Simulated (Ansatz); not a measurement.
ZrAg:
```yaml
crystal:
  lattice:
    - [1.43756, -5.70220, 0.00000]
    - [1.43756, 5.70220, 0.00000]
    - [0.00000, 0.00000, 4.69590]
  atoms:
    - { symbol: Zr, position: [0.66326, 0.33674, 0.25000] }
    - { symbol: Ag, position: [0.93009, 0.06991, 0.25000] }
    - { symbol: Zr, position: [0.33674, 0.66326, 0.75000] }
    - { symbol: Ag, position: [0.06991, 0.93009, 0.75000] }
```

Relaxed with PBEsol. Special points in fractions of this cell's reciprocal vectors: Γ (0.000, 0.000, 0.000); Y (-0.500, 0.500, 0.000); C0 (-0.266, 0.734, 0.000); Σ0 (0.266, 0.266, 0.000); Z (0.000, 0.000, 0.500); A0 (0.266, 0.266, 0.500); E0 (-0.266, 0.734, 0.500); T (-0.500, 0.500, 0.500); S (0.000, 0.500, 0.000); R (0.000, 0.500, 0.500).

**Question.** List the band energies nearest the Fermi level at these points for PBEsol (plane waves, PAW; program Ansatz).

**Answer.** In eV from the Fermi level; about four levels below and three above (degenerate sets whole), none deeper than 8.9 eV; points with the same levels are listed once.

```
k                     below                above
--  -----------------------  -------------------
Γ   -1.53 -1.45 -0.72 -0.37       0.97 2.36 3.64
Y   -1.34 -0.74 -0.48 -0.30       1.55 3.69 3.70
C0  -1.51 -1.05 -0.49 -0.26       0.71 1.10 1.61
Z   -1.36 -1.36 -0.09 -0.09  0.56 0.56 2.87 2.87
A0  -1.57 -1.57 -1.32 -1.32  0.15 0.15 1.27 1.27
T   -2.46 -2.46 -0.57 -0.57  0.96 0.96 2.77 2.77
S   -1.57 -1.51 -0.24 -0.11       0.43 0.94 1.45
R   -1.57 -1.57 -1.19 -1.19  0.09 0.09 1.06 1.06
```

Space group Cmcm. The start of the workflow was typed in or built on a structure type; neither database checked (COD, Materials Project) lists it. COD files the formula under space group No. 129. Whether it is the stable phase at ambient conditions was not checked. Symmetry was held in the PBEsol relaxation; its stability against distortions is not shown here. No spin polarisation was allowed. Scalar-relativistic: spin–orbit coupling is off unless named, which matters more the heavier the elements.

Potentials: the later of the program's two PAW sets.
